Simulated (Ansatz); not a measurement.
Space group P6/mmm (No. 191). a = 5.397 Å, b = 5.397 Å, c = 7.235 Å, α = 90.00°, β = 90.00°, γ = 120.00°
```
atom site symmetry x y z
  Ba    1b     6/mmm  0.0000  0.0000  0.5000
  Sn    4h       3m.  0.6667  0.3333  0.7966
  Sn    1a     6/mmm  0.0000  0.0000  0.0000
```

Equation of state of this BaSn$_{5}$ structure (not necessarily the ground state), with shape and atoms relaxed at each volume where symmetry leaves them free. It has no gap at any of these volumes. Method: DFT r2SCAN, scalar-relativistic, plane waves, PAW (Ansatz).

Plane waves to 500 eV, a k mesh through Γ of 9×9×6 on the computed 6-atom cell and Gaussian smearing (0.10 eV); no spin polarisation.

```tsv
V (Å³/atom)	E − E(largest V) (meV/atom)	P (GPa)
28.589	2.85	2.72
29.501	-8.51	1.25
30.413	-12.06	0.00
31.326	-8.88	-1.08
32.238	0.00	-1.98
```

Question: Fit a third-order Birch–Murnaghan equation to E(V).

Answer: V0 = 30.41 Å³/atom, B0 = 39 GPa, B0' = 4.2.

Spin-orbit coupling is left out, which matters for the bands of heavy elements.